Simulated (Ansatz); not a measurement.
# Calculated ¹⁴N nuclear quadrupole resonance for Ca5Ti2N6

Cell: a computed structure from the Materials Project (it need not be an observed phase), atoms as given.

Space group C2/c (No. 15); a = 10.3057, b = 6.5539, c = 12.8962 Å, β = 103.60°.

| site | Wyckoff | site symmetry | x | y | z |
| --- | --- | --- | --- | --- | --- |
| Ca1 | 8f | 1 | 0.5281 | 0.2448 | 0.0073 |
| Ca5 | 8f | 1 | 0.1565 | 0.8523 | 0.7257 |
| Ca9 | 4e | 2 | 0.5000 | 0.8421 | 0.7500 |
| Ti | 8f | 1 | 0.7744 | 0.0895 | 0.5684 |
| N15 | 8f | 1 | 0.9502 | 0.9897 | 0.6238 |
| N19 | 8f | 1 | 0.6424 | 0.0004 | 0.6426 |
| N23 | 8f | 1 | 0.2898 | 0.8835 | 0.5861 |

One atom of each set is listed; the run and its k-mesh use a cell of 26 atoms with edges of 6.11, 6.11, 12.90 Å.

The numbers come from a DFT calculation in Ansatz (PBE, plane waves and PAW, scalar-relativistic, 420 eV cutoff, Γ-centred 5×5×3 k-points, Fermi–Dirac smearing 0.02 eV).

¹⁴N: I = 1, Q = 20.44 mb (year-2017 value). Static lattice, zero field.

Problem. At which frequencies do the ¹⁴N NQR lines lie?

Solution. For I = 1 the lines are ν± = (3/4)|C_Q|(1 ± η/3) and ν₀ = |C_Q|η/2.

| site | atoms | V_zz (10²¹ V/m²) | C_Q (MHz) | η | line frequencies (MHz) |
| --- | --- | --- | --- | --- | --- |
| N15 | 4 | -2.70 | -1.33 | 0.54 | 0.363, 0.818, 1.18 |
| N19 | 4 | -2.58 | -1.28 | 0.19 | 0.121, 0.897, 1.02 |
| N23 | 4 | 1.49 | 0.735 | 0.90 | 0.329, 0.387, 0.716 |

At N15 V_zz points along its shortest bond, to Ti (within 7°). At N19 V_zz points along its bond to Ti (within 4°).
